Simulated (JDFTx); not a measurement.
An input for a modified build of JDFTx (Ge(111) with I, CANDLE, water, 0.5 M KCl; bohr, hartree) and the course of its log:

```
lattice \
  7.5829511123 3.7914755561 0.0000000000 \
  0.0000000000 6.5670283005 0.0000000000 \
  0.0000000000 0.0000000000 55.9358932889
coords-type Lattice
ion Ge -0.3333333333 0.6666666667 -0.1810176201 0
ion Ge 0.0000000001 0.0000000001 -0.1532444544 0
ion Ge 0.0000000001 0.0000000001 -0.0691802400 0
ion Ge 0.3333333334 0.3333333334 -0.0415081440 0
ion Ge 0.3333333334 0.3333333334 0.0415081440 0
ion Ge -0.3333333333 0.6666666667 0.0691802400 0
ion Ge -0.3333333333 0.6666666667 0.1532444544 0
ion Ge 0.0000000001 0.0000000001 0.1810176201 0
ion I 0.0000000001 0.0000000001 0.2671724128 0
ion I 0.6666666667 0.6666666667 -0.2671724128 0
ion-species pseudo/ge_pbe_v1.4.upf
ion-species pseudo/i_pbe_v1.upf
elec-cutoff 20 100
elec-ex-corr gga-PBE
coulomb-interaction Slab 001
coulomb-truncation-embed 0 0 0
kpoint-folding 6 6 1
elec-smearing Fermi 0.003
elec-n-bands 73
converge-empty-states yes
electronic-scf nIterations 100 energyDiffThreshold 1e-08
fluid LinearPCM
pcm-variant CANDLE
fluid-solvent H2O
fluid-cation K+ 0.5
fluid-anion Cl- 0.5
fluid-minimize nIterations 400 knormThreshold 1e-11
wavefunction read vac.wfns
elec-initial-eigenvals vac.eigenvals
dump-name f0.$VAR
dump End State Ecomponents EigStats BandEigs Forces ElecDensity IonicPositions Fillings Kpoints Dtot FluidDebug BoundCharge FluidDensity
```

```
[one cycle in 5 is shown, and the last three; fluid-solver lines are left out]
	FillingsUpdate:  mu: -0.169277765  nElectrons: 126.000000
SCF: Cycle:  0   F: -778.255483462147708   dF: +6.230e-04   |Residual|: 3.606e-03   |deigs|: 2.554e-05
	FillingsUpdate:  mu: -0.165219678  nElectrons: 126.000000
SCF: Cycle:  5   F: -778.256177354827059   dF: -2.278e-06   |Residual|: 2.313e-04   |deigs|: 6.177e-04
	FillingsUpdate:  mu: -0.164620118  nElectrons: 126.000000
SCF: Cycle: 10   F: -778.256178844644069   dF: -1.722e-06   |Residual|: 1.019e-04   |deigs|: 1.725e-04
	FillingsUpdate:  mu: -0.164551181  nElectrons: 126.000000
SCF: Cycle: 15   F: -778.256178894636719   dF: +7.782e-08   |Residual|: 3.900e-05   |deigs|: 1.238e-04
	FillingsUpdate:  mu: -0.164626315  nElectrons: 126.000000
SCF: Cycle: 20   F: -778.256179019534329   dF: +2.273e-09   |Residual|: 6.107e-06   |deigs|: 6.527e-06
	FillingsUpdate:  mu: -0.164644339  nElectrons: 126.000000
SCF: Cycle: 25   F: -778.256179019323099   dF: -5.797e-08   |Residual|: 9.504e-06   |deigs|: 7.060e-05
	FillingsUpdate:  mu: -0.164650505  nElectrons: 126.000000
SCF: Cycle: 30   F: -778.256178961958085   dF: +4.080e-08   |Residual|: 2.469e-05   |deigs|: 2.433e-05
	FillingsUpdate:  mu: -0.164642907  nElectrons: 126.000000
SCF: Cycle: 35   F: -778.256179003142734   dF: +7.828e-09   |Residual|: 1.473e-05   |deigs|: 3.345e-05
	FillingsUpdate:  mu: -0.164587406  nElectrons: 126.000000
SCF: Cycle: 40   F: -778.256178963030607   dF: -6.692e-08   |Residual|: 2.998e-05   |deigs|: 5.786e-05
	FillingsUpdate:  mu: -0.164646681  nElectrons: 126.000000
SCF: Cycle: 45   F: -778.256178962446825   dF: +4.448e-08   |Residual|: 2.437e-05   |deigs|: 3.119e-05
	FillingsUpdate:  mu: -0.164663603  nElectrons: 126.000000
SCF: Cycle: 50   F: -778.256178995415667   dF: -1.080e-08   |Residual|: 1.366e-05   |deigs|: 7.254e-05
	FillingsUpdate:  mu: -0.164651427  nElectrons: 126.000000
SCF: Cycle: 55   F: -778.256179012556800   dF: -1.597e-08   |Residual|: 8.982e-06   |deigs|: 5.835e-05
	FillingsUpdate:  mu: -0.164640719  nElectrons: 126.000000
SCF: Cycle: 60   F: -778.256179001193914   dF: +1.142e-08   |Residual|: 1.369e-05   |deigs|: 3.286e-05
	FillingsUpdate:  mu: -0.164634831  nElectrons: 126.000000
SCF: Cycle: 65   F: -778.256178998498399   dF: +1.822e-08   |Residual|: 1.542e-05   |deigs|: 1.677e-05
	FillingsUpdate:  mu: -0.164623908  nElectrons: 126.000000
SCF: Cycle: 70   F: -778.256179014845202   dF: -6.059e-08   |Residual|: 9.808e-06   |deigs|: 5.674e-05
	FillingsUpdate:  mu: -0.164649132  nElectrons: 126.000000
SCF: Cycle: 75   F: -778.256178962735135   dF: +4.473e-08   |Residual|: 2.285e-05   |deigs|: 4.605e-05
	FillingsUpdate:  mu: -0.164615571  nElectrons: 126.000000
SCF: Cycle: 80   F: -778.256179018807529   dF: -9.128e-08   |Residual|: 7.182e-06   |deigs|: 3.306e-05
	FillingsUpdate:  mu: -0.164616096  nElectrons: 126.000000
SCF: Cycle: 85   F: -778.256179020517266   dF: -1.012e-07   |Residual|: 6.897e-06   |deigs|: 3.757e-05
	FillingsUpdate:  mu: -0.164582650  nElectrons: 126.000000
SCF: Cycle: 90   F: -778.256178924916412   dF: +7.368e-08   |Residual|: 3.828e-05   |deigs|: 6.460e-05
	FillingsUpdate:  mu: -0.164632374  nElectrons: 126.000000
SCF: Cycle: 95   F: -778.256178955746236   dF: +6.415e-08   |Residual|: 2.866e-05   |deigs|: 1.947e-05
	FillingsUpdate:  mu: -0.164632967  nElectrons: 126.000000
SCF: Cycle: 97   F: -778.256179017441127   dF: -4.157e-08   |Residual|: 9.124e-06   |deigs|: 4.812e-05
	FillingsUpdate:  mu: -0.164632784  nElectrons: 126.000000
SCF: Cycle: 98   F: -778.256179013096471   dF: +4.345e-09   |Residual|: 9.560e-06   |deigs|: 6.830e-06
	FillingsUpdate:  mu: -0.164597110  nElectrons: 126.000000
SCF: Cycle: 99   F: -778.256178960465377   dF: +5.263e-08   |Residual|: 2.852e-05   |deigs|: 4.568e-05
SCF: None of the convergence criteria satisfied after 100 iterations.
IonicMinimize: Iter:   0  F: -778.256178960465377  |grad|_K:  0.000e+00
IonicMinimize: Converged (|grad|_K<1.000000e-04).
```

This run gave no converged result. The loop ran out of cycles short of its threshold. It has stalled and not diverged: the last ten energies span 9e-08 Ha, so the total is near its end, but levels, forces and charges aren't shown converged.
